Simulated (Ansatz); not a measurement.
Starting cell, GaP (zinc blende):

```yaml
crystal:
  lattice:
    - [0.00000, 2.75302, 2.75302]
    - [2.75302, 0.00000, 2.75302]
    - [2.75302, 2.75302, 0.00000]
  atoms:
    - { symbol: P, position: [0.75000, 0.75000, 0.75000] }
    - { symbol: Ga, position: [0.00000, 0.00000, 0.00000] }
```

Two-dimensional scan of atom 2 (Ga, nearest neighbour P at 2.384 Å; its periodic images, 3.9 Å or more away, move with it): u runs along (0.707, 0.707, 0.000), v along (0.000, 0.000, 1.000) (Cartesian). Cell and other atoms are fixed.

Computed with PBE (plane waves to 420 eV, PAW, scalar-relativistic; Ansatz, a first-principles code). k mesh 8×8×8 (Γ-centred), Fermi-Dirac smearing 0.05 eV. The energy includes the smearing's −TS. Points where atoms come too close for the PAW data are left out (x in tables, blank in figures). As the smearing reaches across the gap at some points, energies and forces of such displacements shift with the k mesh and the smearing. GaP was relaxed with its symmetry unable to fall. The last digit holds for this mesh only.

Changes of ΔE (meV/cell) from the point u = 0.000 Å, v = 0.000 Å when one coordinate moves alone (two changes are said to add if the coupling is within 5 % of the smaller one, nearly so within 20 %):

```csv
point,change
"u = 0.000 Å, v = -0.790 Å",2222.8
"u = 0.000 Å, v = -0.527 Å",1152.2
"u = 0.000 Å, v = -0.263 Å",315.4
"u = -0.790 Å, v = 0.000 Å",3325.4
"u = -0.527 Å, v = 0.000 Å",1376.9
"u = -0.263 Å, v = 0.000 Å",329.5
"u = 0.263 Å, v = 0.000 Å",329.5
"u = 0.527 Å, v = 0.000 Å",1376.9
"u = 0.790 Å, v = 0.000 Å",3325.4
"u = 0.000 Å, v = 0.263 Å",315.4
"u = 0.000 Å, v = 0.527 Å",1152.2
"u = 0.000 Å, v = 0.790 Å",2222.8
```

Problem. What is the change at u = -0.263 Å, v = 0.263 Å, where both move, and how far is it from the sum?

Solution. The sum of the single changes is 329.5 + (315.4) = 644.9; the calculation gives 420.7, so the coupling contributes -224.2 (over 20 % of the smaller single change, not additive).

Problem. Do the two effects add at u = 0.790 Å, v = 0.790 Å? Give the computed change.

Solution. The sum of the single changes is 3325.4 + (2222.8) = 5548.2; the calculation gives 1192.5, so the coupling contributes -4355.7 (over 20 % of the smaller single change, not additive).

Problem. What is the change at u = 0.263 Å, v = -0.790 Å, where both move, and how far is it from the sum?

Solution. The sum of the single changes is 329.5 + (2222.8) = 2552.3; the calculation gives 3788.9, so the coupling contributes 1236.6 (over 20 % of the smaller single change, not additive).

(A displaced cell: forces are minus the slopes of the energy, force constants its curvatures, and phonons follow from these.)
